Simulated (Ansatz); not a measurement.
Starting structure of a cell relaxation (symmetry kept):

Space group Pm-3m (No. 221). a = 2.881 Å, b = 2.881 Å, c = 2.881 Å, α = 90.00°, β = 90.00°, γ = 90.00°
| atom | site | symmetry | x | y | z |
| --- | --- | --- | --- | --- | --- |
| Al | 1a | m-3m | 0.0000 | 0.0000 | 0.0000 |
| Ni | 1b | m-3m | 0.5000 | 0.5000 | 0.5000 |

The calculation used DFT r2SCAN, scalar-relativistic, plane waves, PAW in Ansatz.

Settings: cutoff 500 eV, Γ-centred mesh 14×14×14 on the computed 2-atom cell, Gaussian smearing of 0.10 eV; collinear spin from starting moments 0.01 0.08 μB.

**Question.** What does it relax to?

**Answer.** The volume falls by 0.22 Å³/atom to 11.74 Å³/atom, and the energy falls by 2.2 meV/atom. The cell ends with a moment of 0.00 μB (only this magnetic start was tried). Final structure:
```
CELL_PARAMETERS angstrom
2.86317 0.00000 0.00000
0.00000 2.86317 0.00000
0.00000 0.00000 2.86317
ATOMIC_POSITIONS crystal
Al 0.00000 0.00000 0.00000
Ni 0.50000 0.50000 0.50000
```

Course of the relaxation (steps run on the plane waves of an earlier cell, and the basis is chosen afresh near the end, so energy and pressure can step there; trial steps that raised the energy were taken back; energies are free energies):

```tsv
step	E − E_final (meV/atom)	P (GPa)	V (Å³/atom)
1	2.2	-3.13	11.96
2	0.2	-1.20	11.82
3	-0.1	0.04	11.74
4	0.0	0.03	11.74
```

Cost: 1 run of about 1.4 core-minutes, on Arm Neoverse V1 (shared hosts).